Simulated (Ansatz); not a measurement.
**Notes on LaBRh3**

```yaml
crystal:
  lattice:
    - [4.28225, 0.00000, 0.00000]
    - [0.00000, 4.28225, 0.00000]
    - [0.00000, 0.00000, 4.28225]
  atoms:
    - { symbol: Rh, position: [0.00000, 0.50000, 0.50000] }
    - { symbol: Rh, position: [0.50000, 0.00000, 0.50000] }
    - { symbol: Rh, position: [0.50000, 0.50000, 0.00000] }
    - { symbol: La, position: [0.00000, 0.00000, 0.00000] }
    - { symbol: B, position: [0.50000, 0.50000, 0.50000] }
```

The numbers come from plane-wave PAW DFT (Ansatz): r2SCAN, spin-orbit coupling, 500 eV, 8×8×8 Γ-centred k points, fermi-dirac occupations (width 0.1 eV). Nothing was relaxed.

The state carries no moments; the state need not be the lowest.

Q: Metal or insulator?

A: It is a metal, with about 3.2 states/eV a cell as the mean within 0.25 eV of the Fermi level, mostly Rh d (93 %).

Q: What is the formation energy?

A: -0.73 eV an atom against the elements' usual phases (free molecules for gases, crystals otherwise, with no correction for O₂ or N₂), so it is bound against them; other compounds may still compete. Relaxing would lower it.

Q: Which element gives electrons and which takes them?

A: Bader charges in e: La +1.51, B -0.14, Rh -0.46. In the mean La gives up most and Rh takes most.

Q: Is the cell too large or too small?

A: The pressure is -2.8 GPa (compression positive), so with the atoms held at these fractions the cell would first shrink.

Origin: a database entry at a rescaled volume. Caveats: f levels without a U or exact exchange are poorly placed.
